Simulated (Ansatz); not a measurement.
# From the elastic tensor of SnPb3Se4 to moduli and sound speeds

Method: DFT PBE, scalar-relativistic, plane waves, PAW in Ansatz. Settings: 420 eV plane-wave cutoff, Γ-centred 6×6×6 mesh, Gaussian smearing of 0.01 eV. No spin polarisation.

Space group R3m (No. 160), trigonal, a = 8.761 Å, c = 10.767 Å. Sn has 3 Se at 2.88 Å and 3 Se at 3.33 Å; Pb has 6 Se at 3.07–3.14 Å; Se on a site of symmetry 3m is surrounded by 6 Pb at 3.07–3.14 Å; around Se on a site of symmetry m lie 1 Sn at 2.88 Å, 4 Pb at 3.07–3.14 Å and 1 Sn at 3.33 Å.

It was reached by relaxing an invented guess, and it needn't be the stable form of this composition. Spin–orbit coupling is left out, which matters for heavy elements.

Relaxed-ion constants (GPa, on the Cartesian axes of the calculation):
C11 = 70.8, C12 = 22.1, C13 = 30.2, C14 = 13.4, C22 = 70.8, C23 = 30.2, C24 = -13.4, C33 = 52.4, C44 = 30.7, C55 = 30.7, C56 = 13.4, C66 = 24.4 GPa; the others vanish.

Density 7.351 g/cm³; 8 atoms in 238.58 Å³.

With S = C⁻¹: B_V = (C11+C22+C33+2(C12+C13+C23))/9, G_V = (C11+C22+C33−C12−C13−C23+3(C44+C55+C66))/15, 1/B_R = S11+S22+S33+2(S12+S13+S23), 15/G_R = 4(S11+S22+S33−S12−S13−S23)+3(S44+S55+S66); Hill is their mean. Then v_l = √((B+4G/3)/ρ), v_t = √(G/ρ), v_m = [(2/v_t³+1/v_l³)/3]^(−1/3) and Θ = (ħ/k_B)·v_m·(6π²n/V)^(1/3) for n atoms in the volume V; E = 9BG/(3B+G), ν = (3B−2G)/(2(3B+G)) and A^U = 5G_V/G_R + B_V/B_R − 6.

```json
{
 "Bulk modulus, Voigt / Reuss / Hill": "39.9 / 39.6 / 39.8 GPa",
 "Shear modulus, Voigt / Reuss / Hill": "24.6 / 18.3 / 21.5 GPa",
 "Young's modulus": "55 GPa",
 "Poisson ratio": "0.271",
 "Pugh ratio B/G": "1.85 (over 1.75, the rule of thumb for ductile)",
 "Universal anisotropy index": "1.71",
 "Longitudinal and transverse sound speeds": "3050 and 1709 m/s",
 "Debye temperature from the mean sound speed": "183 K"
}
```
